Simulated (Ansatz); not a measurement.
## What is wrong with this input? (VN₂)

The input below was meant for crystalline VN₂, with PBE, plane waves and PAW in Ansatz.

```yaml
crystal:
  lattice:
    - [-2.15075, 2.15075, 2.49135]
    - [2.15075, -2.15075, 2.49135]
    - [2.15075, 2.15075, -2.49135]
  atoms:
    - { symbol: V, position: [0.0, 0.0, 1.2457] }
    - { symbol: V, position: [0.0, 0.0, 3.737] }
    - { symbol: "N", position: [2.6459, 0.4951, 0.0] }
    - { symbol: "N", position: [1.6556, 0.4951, 2.4914] }
    - { symbol: "N", position: [-0.4951, 1.6556, 2.4914] }
    - { symbol: "N", position: [0.4951, 1.6556, 0.0] }
basis:
  ecutwfc: 420
kpoints:
  mp_grid: { grid: [6, 6, 6] }
hamiltonian:
  xc: pbe
scf:
  occupations: { method: gaussian, width: 0.1 }
  max_iter: 95
output:
  forces: true
  stress: true
  eigenvalues: true
```

Command:

```bash
ansatz run input.yaml --threads 1 --pin off --max-ram 2560MiB --backend cpu --events-out ev --progress --plain --runs-dir out
```

The program printed (HF is the Harris–Foulkes energy, dr2 the density residual in eV):

```text
Pseudopotential: V, paw, valence charge 13, recommended cutoff 420 eV (normal)
Pseudopotential: N, paw, valence charge 5, recommended cutoff 420 eV (normal)
Crystal: 6 atoms, lattice volume = 46.097 Å³
Basis set: ecut = 420 eV, 873 PW (Γ), exchange–correlation on 54×54×54 points (8 copies of the dense FFT grid, shifted against one another)
Bands: 29, of which v1, the nominal top of the filled ones, is band 23 counted from 1 (22 counted from 0)
Symmetry: 1 space group operations
Space group: P1 (ITA 1), of the structure as read, at distance tolerance 3.6e-5 Å
k-points: 112 of 216 (time reversal used)
Initial density: superposition of atomic densities, corrected by the library's trained network
SCF iter   1: HF=-7336.892112 eV  Δρ=5.11e-2  dr2=7.01e-1
SCF iter   2: HF=-7336.775506 eV  Δρ=2.75e-2  dr2=2.50e-1
SCF iter   3: HF=-7336.713411 eV  Δρ=4.81e-3  dr2=1.43e-2
SCF iter   4: HF=-7336.711142 eV  Δρ=1.44e-3  dr2=1.31e-3
SCF iter   5: HF=-7336.711125 eV  Δρ=3.92e-4  dr2=3.99e-5
SCF iter   6: HF=-7336.711158 eV  Δρ=1.31e-4  dr2=6.04e-6
SCF iter   7: HF=-7336.711160 eV  Δρ=2.90e-5  dr2=2.50e-7
SCF iter   8: F=-7336.711160 eV  HF=-7336.711160 eV  Δρ=8.54e-6  dr2=2.90e-8
SCF 1 converged in 8 iterations: F = -7336.711160 eV  dr2 = 2.90e-8
SCF converged after 8 iterations
Free energy (F): -7336.711160 eV
E sigma→0 (E₀):  -7336.700380 eV
Entropy (-TS):   -0.021559 eV (-3.593 meV/atom)
Fermi energy:    17.538960 eV
--- Forces (eV/Å), atoms counted from 1 ---
  atom   1  V      3.38948742     3.79591430     7.67020586
  atom   2  V      4.16207399     4.48536199     9.24351743
  atom   3  N    -41.01629787    35.32121960    -4.14306947
  atom   4  N    -39.77576871    37.02163059    -5.97318442
  atom   5  N     37.44478034   -39.90798934    -4.55691443
  atom   6  N     35.79579390   -40.71598503    -2.24038583
--- Stress (GPa, compression-positive) ---
      256.654853    -100.962457      -8.275447
     -100.962455     255.474528     -15.305103
       -8.275451     -15.305109     155.174341
  P = ⅓ Tr σ = 222.4346 GPa (2224.346 kbar)
```

Task: The run finished without an error. What is wrong all the same?

Result: The fault is Cartesian positions typed as fractional ones. The positions, taken modulo the cell, no longer form the crystal. The cure is fractional positions.

The change to the input (which also takes the mesh and iteration limit of the reference run):

```diff
 crystal:
   atoms:
-    - { symbol: V, position: [0.0, 0.0, 1.2457] }
-    - { symbol: V, position: [0.0, 0.0, 3.737] }
-    - { symbol: "N", position: [2.6459, 0.4951, 0.0] }
-    - { symbol: "N", position: [1.6556, 0.4951, 2.4914] }
-    - { symbol: "N", position: [-0.4951, 1.6556, 2.4914] }
-    - { symbol: "N", position: [0.4951, 1.6556, 0.0] }
+    - { symbol: V, position: [0.25, 0.25, 0.0] }
+    - { symbol: V, position: [0.75, 0.75, 0.0] }
+    - { symbol: "N", position: [0.1151, 0.6151, 0.7302] }
+    - { symbol: "N", position: [0.6151, 0.8849, 0.5] }
+    - { symbol: "N", position: [0.8849, 0.3849, 0.2698] }
+    - { symbol: "N", position: [0.3849, 0.1151, 0.5] }
 kpoints:
-  mp_grid: { grid: [6, 6, 6] }
+  mp_grid: { grid: [12, 12, 12] }
 scf:
-  max_iter: 95
```

Result of the mended run: no gap, a pressure of -0.93 GPa. The faulty run's energy lay 4.33 eV per atom higher.

The mended run took 17 s on 1 thread of Intel(R) Xeon(R) Platinum 8259CL CPU @ 2.50GHz (Skylake/Cascade Lake), on a shared host, peak memory 0.48 GiB.